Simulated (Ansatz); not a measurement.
A trial cell of HfN was relaxed with PBE (plane waves to 420 eV, PAW, scalar-relativistic; Ansatz, a program for electronic structure).

Before: P2₁3 (No. 198), cP8; a = 4.695 Å, b = 4.695 Å, c = 4.695 Å, α = 90.00°, β = 90.00°, γ = 90.00°.

After relaxation:

Simulated powder pattern, Cu Kα, λ = 1.54184 Å (kinematic, ideal powder, no thermal factors, no anomalous dispersion; the 24 strongest lines at most, above 1 %, up to 2θ = 90°):

```
2θ (°)  I/Imax (%)
------  ----------
34.15          100
39.63           68
57.30           46
68.41           44
71.92           16
85.38          7.7
```

Q: Identify the relaxed structure from its pattern: crystal system, space group and cell.

A: Cubic, Fm-3m (No. 225), cF8, rock salt type; a = b = c = 4.548 Å, α = β = γ = 90.00°. Sites: Hf 4a (0.000, 0.000, 0.000); N 4b (0.500, 0.500, 0.500).

Q: Index the strongest lines.

A: 34.15° (111), 39.63° (200), 57.30° (220), 68.41° (311), 71.92° (222).

No spin polarisation in the result. The relaxed primitive cell holds an odd number of electrons. A magnetic state may lie lower.

The run could not lose the symmetry of its start; a randomly shaken copy of 4 atoms returns to this structure.
